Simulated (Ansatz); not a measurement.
YCu₂Ge₂ in space group I4/mmm (No. 139; Y on 2a, Cu on 4d, Ge on 4e), plane-wave PAW PBE (Ansatz code), all energies at zero smearing, with the estimated change up to a 700 eV cutoff added, with one set of potentials and settings (totals compare only within such a set). Cell of 5 atoms (1 Y, 2 Cu, 2 Ge): -25691.546 eV.

| element | reference phase | E (eV/atom) |
|---|---|---|
| Y | P6_3/mmc, 2 atoms in the cell | -3848.6668 |
| Cu | Fm-3m, 1 atoms in the cell | -6625.1757 |
| Ge | Fd-3m, 2 atoms in the cell | -4294.9847 |

Formation energy per atom, worked out: (-25691.546 − 1×(-3848.6668) − 2×(-6625.1757) − 2×(-4294.9847))/5 = -0.512 eV/atom (-49 kJ per mol of atoms), at 0 K, without zero-point energy or fitted corrections.

The workflow started from a Materials Project entry (that database holds measured and hypothetical structures alike); the Crystallography Open Database copy checked does not list it. Its standing as an ambient phase is unchecked. The PBE relaxation kept the symmetry of its start; its stability against distortions is not shown here. The run is not spin-polarised. The references are the lowest solids computed at this level, not always the standard phases.

Potentials: the later of the program's two PAW sets.
